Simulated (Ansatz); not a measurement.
NiOS (Janus 2H monolayer): the band gap by level of theory

All numbers come from the PAW code Ansatz. No spin polarisation. The prototype was imposed, so other structures may be more stable.

NiOS (Janus 2H monolayer), relaxed with r2SCAN. In-plane lattice: a = 3.414 Å, b = 3.414 Å, γ = 120.0°; thickness between the outer nuclei 1.69 Å. Ni has 3 O at 2.14 Å and 3 S at 2.15 Å; O has 1 S at 1.69 Å and 3 Ni at 2.14 Å; S has 1 O at 1.69 Å and 3 Ni at 2.15 Å.

```
CELL_PARAMETERS angstrom
3.41441 0.00000 0.00000
-1.70720 2.95697 0.00000
0.00000 0.00000 29.09659
ATOMIC_POSITIONS crystal
Ni 0.33333 0.66667 0.30940
O 0.66667 0.33333 0.33838
S 0.66667 0.33333 0.28017
```
Periodic in the plane only; c spans the vacuum.

Relaxed lattice by functional, symmetry kept:

| functional | k mesh | a (Å) | thickness (Å) |
| --- | --- | --- | --- |
| PBE | 12×12×1 | 2.927 | 2.55 |
| r2SCAN | 12×12×1 | 3.414 | 1.69 |
| PBEsol | 12×12×1 | 2.862 | 2.56 |
| LDA | 12×12×1 | 2.831 | 2.54 |
| HSE06 | 6×6×1 | 3.421 | 1.66 |

Gaps on the r2SCAN cell, each the least over its mesh and the special points:
```csv
level,k mesh,gap (eV),kind,edges,least direct gap (eV),rough cost
LDA,12×12×1,0.43,indirect,"(-0.068, 0.026, 0) → K",0.80,10 core-seconds
PBE,12×12×1,0.42,indirect,K–Γ (0.90) → K,0.80,13 core-seconds
r2SCAN,12×12×1,0.30,indirect,Γ → K,0.78,26 core-seconds
HSE06,6×6×1,0.28,indirect,Γ → K,0.68,6 core-minutes
PBE0,6×6×1,0.83,indirect,Γ → K,1.14,5 core-minutes
r2SCAN0,6×6×1,0.75,indirect,Γ → K,1.10,9 core-minutes
```
PBE: smearing of 0.02 eV; the others have fixed occupations.
Wave cutoffs: 420 eV, 500 eV (r2SCAN, r2SCAN0).
Points off the special ones are mesh points or PBE's searched band edges, reused at the other levels.
Costs come from shared machines and give only the order; PBE's includes the band path. The runs had 4 threads of Intel(R) Xeon(R) Platinum 8488C (Sapphire Rapids) (shared host).

With HSE06 the valence top lies at Γ and the conduction bottom at K, 0.28 eV higher; the smallest vertical gap, at Γ, is 0.68 eV.

Among these functionals the gap stays indirect.

Coordinates of k points refer to the reciprocal vectors of the primitive cell of the runs.

The meshes of the hybrids are coarse, so their gaps aren't converged to the digits shown.

For some runs the program warns that the potential is rough where the density is thin, which bears on empty states near the vacuum.
